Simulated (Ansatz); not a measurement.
Input, command and steps of an Ansatz relaxation.

```yaml
crystal:
  lattice:
    - [7.6044, 0.0, 0.0]
    - [-3.8022, 6.5856035805, 0.0]
    - [0.0, 0.0, 2.9063]
  atoms:
    - { symbol: Si, position: [0.768477, 0.174557, 0.25] }
    - { symbol: Si, position: [0.59392, 0.768477, 0.75] }
    - { symbol: Si, position: [0.825443, 0.59392, 0.25] }
    - { symbol: Si, position: [0.231523, 0.825443, 0.75] }
    - { symbol: Si, position: [0.40608, 0.231523, 0.25] }
    - { symbol: Si, position: [0.174557, 0.40608, 0.75] }
    - { symbol: "N", position: [0.0305, 0.33024, 0.25] }
    - { symbol: "N", position: [0.70026, 0.0305, 0.75] }
    - { symbol: "N", position: [0.66976, 0.70026, 0.25] }
    - { symbol: "N", position: [0.9695, 0.66976, 0.75] }
    - { symbol: "N", position: [0.29974, 0.9695, 0.25] }
    - { symbol: "N", position: [0.33024, 0.29974, 0.75] }
    - { symbol: "N", position: [0.6666666667, 0.3333333333, 0.25] }
    - { symbol: "N", position: [0.3333333333, 0.6666666667, 0.75] }
basis:
  ecutwfc: 420
kpoints:
  mp_grid: { grid: [6, 6, 8] }
hamiltonian:
  xc: pbe
scf:
  occupations: { method: gaussian, width: 0.02 }
output:
  forces: true
  stress: true
  eigenvalues: true
relax:
  adjacent_minimum: "off"
  f_tol: 0.005
  max_steps: 80
  cell: { stress_tol: 0.05 }
```

```bash
ansatz run input.yaml --threads 4 --pin off --max-ram 10240MiB --backend cpu --events-out ev --progress --plain --runs-dir out
```

Method: DFT PBE, scalar-relativistic, plane waves, PAW in Ansatz 0.2.0.

Of 7 frames 6 are shown, positions in Å and forces in eV/Å; the SCF threshold varies from step to step. Steps run on the plane waves of an earlier cell, with a Pulay correction in the pressure. The basis is chosen afresh for the last frame, the zero of the energies, and at times for earlier ones too; energy and pressure can step there, also at an unchanged geometry. Where two frames share a geometry here, they differ by under 2 meV/atom and 0.3 GPa.

```xyz
14
Lattice="7.6044 0.0000 0.0000 -3.8022 6.5856 0.0000 0.0000 0.0000 2.9063" Properties=species:S:1:pos:R:3:forces:R:3 pbc="T T T" step=1 free_energy_over_end_meV_per_atom=4.01 pressure_GPa=5.57
Si    5.1801    1.1496    0.7266   -0.0251    0.0041    0.0000
Si    1.5945    5.0609    2.1797   -0.0162   -0.0197    0.0000
Si    4.0188    3.9113    0.7266    0.0090   -0.0238    0.0000
Si   -1.3779    5.4360    2.1797    0.0251   -0.0041    0.0000
Si    2.2077    1.5247    0.7266    0.0162    0.0197    0.0000
Si   -0.2166    2.6743    2.1797   -0.0090    0.0238    0.0000
N    -1.0237    2.1748    0.7266   -0.0196   -0.0421    0.0000
N     5.2091    0.2009    2.1797    0.0267   -0.0380    0.0000
N     2.4306    4.6116    0.7266    0.0463    0.0041    0.0000
N     4.8259    4.4108    2.1797    0.0196    0.0421    0.0000
N    -1.4069    6.3847    0.7266   -0.0267    0.0380    0.0000
N     1.3716    1.9740    2.1797   -0.0463   -0.0041    0.0000
N     3.8022    2.1952    0.7266    0.0000    0.0000    0.0000
N     0.0000    4.3904    2.1797    0.0000    0.0000    0.0000
14
Lattice="7.6351 0.0000 0.0000 -3.8175 6.6122 0.0000 0.0000 0.0000 2.9157" Properties=species:S:1:pos:R:3:forces:R:3 pbc="T T T" step=2 free_energy_over_end_meV_per_atom=1.36 pressure_GPa=2.69
Si    5.2027    1.1573    0.7289   -0.0018   -0.0022    0.0000
Si    1.5991    5.0843    2.1867    0.0010   -0.0026    0.0000
Si    4.0315    3.9270    0.7289    0.0028   -0.0004    0.0000
Si   -1.3851    5.4549    2.1867    0.0018    0.0022    0.0000
Si    2.2184    1.5279    0.7289   -0.0010    0.0026    0.0000
Si   -0.2140    2.6852    2.1867   -0.0028    0.0004    0.0000
N    -1.0240    2.1825    0.7289   -0.0272   -0.0149    0.0000
N     5.2330    0.2044    2.1867   -0.0007   -0.0311    0.0000
N     2.4394    4.6341    0.7289    0.0266   -0.0161    0.0000
N     4.8415    4.4297    2.1867    0.0272    0.0149    0.0000
N    -1.4155    6.4077    0.7289    0.0007    0.0311    0.0000
N     1.3781    1.9780    2.1867   -0.0266    0.0161    0.0000
N     3.8175    2.2041    0.7289    0.0000    0.0000    0.0000
N     0.0000    4.4081    2.1867    0.0000    0.0000    0.0000
14
Lattice="7.6611 0.0000 0.0000 -3.8305 6.6347 0.0000 0.0000 0.0000 2.9260" Properties=species:S:1:pos:R:3:forces:R:3 pbc="T T T" step=3 free_energy_over_end_meV_per_atom=0.73 pressure_GPa=0.10
Si    5.2208    1.1618    0.7315    0.0029   -0.0067    0.0000
Si    1.6043    5.1022    2.1945    0.0072   -0.0009    0.0000
Si    4.0445    3.9404    0.7315    0.0044    0.0058    0.0000
Si   -1.3902    5.4729    2.1945   -0.0029    0.0067    0.0000
Si    2.2263    1.5325    0.7315   -0.0072    0.0009    0.0000
Si   -0.2140    2.6942    2.1945   -0.0044   -0.0058    0.0000
N    -1.0268    2.1891    0.7315   -0.0050    0.0067    0.0000
N     5.2518    0.2053    2.1945   -0.0083   -0.0010    0.0000
N     2.4481    4.6509    0.7315   -0.0033   -0.0077    0.0000
N     4.8574    4.4456    2.1945    0.0050   -0.0067    0.0000
N    -1.4213    6.4294    0.7315    0.0083    0.0010    0.0000
N     1.3824    1.9838    2.1945    0.0033    0.0077    0.0000
N     3.8305    2.2116    0.7315    0.0000    0.0000    0.0000
N     0.0000    4.4231    2.1945    0.0000    0.0000    0.0000
14
Lattice="7.6620 0.0000 0.0000 -3.8310 6.6355 0.0000 0.0000 0.0000 2.9262" Properties=species:S:1:pos:R:3:forces:R:3 pbc="T T T" step=4 free_energy_over_end_meV_per_atom=0.74 pressure_GPa=0.00
Si    5.2211    1.1615    0.7316    0.0000   -0.0033    0.0000
Si    1.6047    5.1024    2.1947    0.0028   -0.0016    0.0000
Si    4.0456    3.9409    0.7316    0.0028    0.0016    0.0000
Si   -1.3901    5.4740    2.1947    0.0000    0.0033    0.0000
Si    2.2263    1.5331    0.7316   -0.0028    0.0016    0.0000
Si   -0.2146    2.6946    2.1947   -0.0028   -0.0016    0.0000
N    -1.0277    2.1896    0.7316   -0.0004    0.0027    0.0000
N     5.2519    0.2048    2.1947   -0.0026    0.0010    0.0000
N     2.4486    4.6507    0.7316   -0.0022   -0.0017    0.0000
N     4.8587    4.4459    2.1947    0.0004   -0.0027    0.0000
N    -1.4209    6.4307    0.7316    0.0026   -0.0010    0.0000
N     1.3824    1.9848    2.1947    0.0022    0.0017    0.0000
N     3.8310    2.2118    0.7316    0.0000    0.0000    0.0000
N     0.0000    4.4237    2.1947    0.0000    0.0000    0.0000
14
Lattice="7.6620 0.0000 0.0000 -3.8310 6.6355 0.0000 0.0000 0.0000 2.9262" Properties=species:S:1:pos:R:3:forces:R:3 pbc="T T T" step=5 free_energy_over_end_meV_per_atom=0.00 pressure_GPa=0.12
Si    5.2211    1.1615    0.7316   -0.0001   -0.0033    0.0000
Si    1.6047    5.1024    2.1947    0.0028   -0.0017    0.0000
Si    4.0456    3.9409    0.7316    0.0029    0.0016    0.0000
Si   -1.3901    5.4740    2.1947    0.0001    0.0033    0.0000
Si    2.2263    1.5331    0.7316   -0.0028    0.0017    0.0000
Si   -0.2146    2.6946    2.1947   -0.0029   -0.0016    0.0000
N    -1.0277    2.1896    0.7316   -0.0006    0.0028    0.0000
N     5.2519    0.2048    2.1947   -0.0027    0.0009    0.0000
N     2.4486    4.6507    0.7316   -0.0021   -0.0019    0.0000
N     4.8587    4.4459    2.1947    0.0006   -0.0028    0.0000
N    -1.4209    6.4307    0.7316    0.0027   -0.0009    0.0000
N     1.3824    1.9848    2.1947    0.0021    0.0019    0.0000
N     3.8310    2.2118    0.7316    0.0000    0.0000    0.0000
N     0.0000    4.4237    2.1947    0.0000    0.0000    0.0000
14
Lattice="7.6636 0.0000 0.0000 -3.8318 6.6369 0.0000 0.0000 0.0000 2.9264" Properties=species:S:1:pos:R:3:forces:R:3 pbc="T T T" step=7 free_energy_over_end_meV_per_atom=0.00 pressure_GPa=0.00
Si    5.2220    1.1615    0.7316   -0.0001   -0.0003    0.0000
Si    1.6051    5.1032    2.1948    0.0002   -0.0002    0.0000
Si    4.0467    3.9416    0.7316    0.0003    0.0001    0.0000
Si   -1.3902    5.4753    2.1948    0.0001    0.0003    0.0000
Si    2.2267    1.5337    0.7316   -0.0002    0.0002    0.0000
Si   -0.2149    2.6952    2.1948   -0.0003   -0.0001    0.0000
N    -1.0282    2.1902    0.7316    0.0002    0.0001    0.0000
N     5.2528    0.2046    2.1948    0.0000    0.0003    0.0000
N     2.4492    4.6514    0.7316   -0.0002    0.0001    0.0000
N     4.8600    4.4467    2.1948   -0.0002   -0.0001    0.0000
N    -1.4210    6.4322    0.7316    0.0000   -0.0003    0.0000
N     1.3827    1.9855    2.1948    0.0002   -0.0001    0.0000
N     3.8318    2.2123    0.7316    0.0000    0.0000    0.0000
N     0.0000    4.4246    2.1948    0.0000    0.0000    0.0000
```

The run took 68 s on 4 threads of Intel(R) Xeon(R) Processor @ 2.50GHz (Skylake/Cascade Lake), on a shared host, peak memory 0.66 GiB.